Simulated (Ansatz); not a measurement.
Here is the system:

AlAs:
Space group Pm-3n (No. 223); a = b = c = 7.0442 Å, α = β = γ = 90.00°

| atom | site | symmetry | x | y | z |
|---|---|---|---|---|---|
| Al | 6c | -4m.2 | 0.0000 | 0.5000 | 0.2500 |
| As | 6d | -4m.2 | 0.0000 | 0.2500 | 0.5000 |

This is the PBE-relaxed structure.

Question: All from DFT-PBE in the program Ansatz with PAW potentials, unless another level is named. Estimate the electron effective mass.

Answer: 0.32, 0.32, 0.86 mₑ (principal values).

Question: What about the hole effective mass, band 2 of 3 at the edge?

Answer: 2.7 along [100], 0.30 along [110], 0.42 along [111] (mₑ).

Question: Predict the formation energy from the elements (no fitted shifts).

Answer: -0.33 eV/atom.

Question: Predict the hole effective mass with spin–orbit coupling, band 1 of 2 at the edge.

Answer: 2.6 along [100], 0.59 along [110], 0.43 along [111] (mₑ).

Question: What about the valence-band maximum?

Answer: at Γ.

The start of the workflow was typed in or built on a structure type; neither database checked (COD, Materials Project) lists it. It is not the phase usual at ambient conditions (space group No. 216). Symmetry was held in the PBE relaxation; whether a distortion lowers the energy is not shown. The volume moved by 26 % from the start of the relaxation. The references are the lowest solids computed at this level, not always the standard phases. Spin–orbit coupling is left out wherever it is not named.

Potentials: the earlier of the program's two PAW sets.

Edges and masses are those of Kohn–Sham bands, whose gap is no quasiparticle gap.
